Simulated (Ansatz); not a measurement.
A geometry of Mo away from equilibrium: step 4 of the relaxation of a relaxed Mo cell, doubled along one cell vector, shaken by Gaussian noise of σ = 0.08 Å a coordinate. Level of theory: r2SCAN (plane waves to 500 eV, PAW, scalar-relativistic; Ansatz, a program for electronic structure). Γ-centred k-mesh 6×12×12 on the run's cell (coarser than for final values), Fermi–Dirac smearing 0.05 eV.

```xyz
2
Lattice="5.1339 0.0589 -0.0402 0.0294 2.6152 0.0115 -0.0201 0.0115 2.6124" Properties=species:S:1:pos:R:3 pbc="T T T"
Mo     1.2566     0.8429     1.5346
Mo     3.8582     1.6628     1.0156
```

**Question.** Predict the force on each atom, in eV/Å.

**Answer.** 
```csv
atom,Fx,Fy,Fz
Mo1,0.12,-0.63,1.29
Mo2,-0.12,0.63,-1.29
```

**Question.** What is the pressure?

**Answer.** -10.0 GPa, compression positive.

**Question.** How much energy per atom can still be gained by relaxing?

**Answer.** 0.79 to 0.80 eV/atom (the two k-meshes of the run give this range); the path ends in Im-3m (No. 229) (bcc (W type)).

No spin polarisation in the result.

The run could not lose the symmetry of its start.

Of the parent cell (Pm-3m (No. 221)): it is a generated cell of Mo: the first start was made by a random draw of sites in a space group, and the end was not matched to a known phase here, so it may be hypothetical. Known forms of Mo include space group No. 229.
